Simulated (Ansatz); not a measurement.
MgSnSe₂:
```yaml
crystal:
  lattice:
    - [4.01187, 0.00000, 0.00000]
    - [-2.00594, 3.47438, 0.00000]
    - [0.00000, 0.00000, 6.91639]
  atoms:
    - { symbol: Se, position: [0.66667, 0.33333, 0.71931] }
    - { symbol: Sn, position: [0.00000, 0.00000, 0.00000] }
    - { symbol: Se, position: [0.33333, 0.66667, 0.28069] }
    - { symbol: Mg, position: [0.00000, 0.00000, 0.50000] }
```

DFT-r²SCAN+D4 in the program Ansatz with PAW potentials gives a gap of 0.42 eV without spin–orbit coupling, maximum at A, minimum at L.

Question: What happens when spin–orbit coupling is switched on?

Answer: The gap shrinks by 0.03 eV, to 0.39 eV; maximum at A, minimum at L.

Question: Give the electron effective mass with spin–orbit coupling.

Answer: 0.11, 0.82, 1.0 mₑ (principal values).

Question: Give the hole effective mass with spin–orbit coupling.

Answer: 0.11, 0.57, 0.57 mₑ (principal values).

Space group P-3m1. The cell is a constructed one: a structure type filled with these elements; neither database checked (COD, Materials Project) lists it. Its standing as an ambient phase is unchecked. The cell was relaxed with r²SCAN+D4 under the symmetry of its start; its stability against distortions is not shown here.

Potentials: the later of the program's two PAW sets.
